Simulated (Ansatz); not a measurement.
Phonons of a relaxed structure of C by density-functional perturbation theory (low response-accuracy setting, no LO–TO term) at Γ and zone-boundary points with q components 0 or ½ of the primitive reciprocal vectors. These are r2SCAN (plane waves to 500 eV, PAW, scalar-relativistic; Ansatz, a program for electronic structure) values and carry that method's errors. Γ-centred k-mesh 12×12×12, Fermi–Dirac smearing 0.05 eV.

```xyz
2
Lattice="0.0000 1.7801 1.7801 1.7801 0.0000 1.7801 1.7801 1.7801 0.0000" Properties=species:S:1:pos:R:3 pbc="T T T"
C      1.7801     1.7801     1.7801
C      2.6702     2.6702     2.6702
```

Space group Fd-3m (No. 227), diamond type.

| q | wavenumbers (cm⁻¹; i marks imaginary) |
|---|---|
| Γ | 0 (×3), 1324 (×3) |
| L (½, 0, 0) | 561 (×2), 1059, 1221 (×2), 1284 |
| X (½, ½, 0) | 802 (×2), 1076 (×2), 1224 (×2) |

No instability shows at these points (nothing beyond 15i cm⁻¹, the threshold used here). Other wavevectors were not sampled, so this does not prove stability.

No spin polarisation in the result.
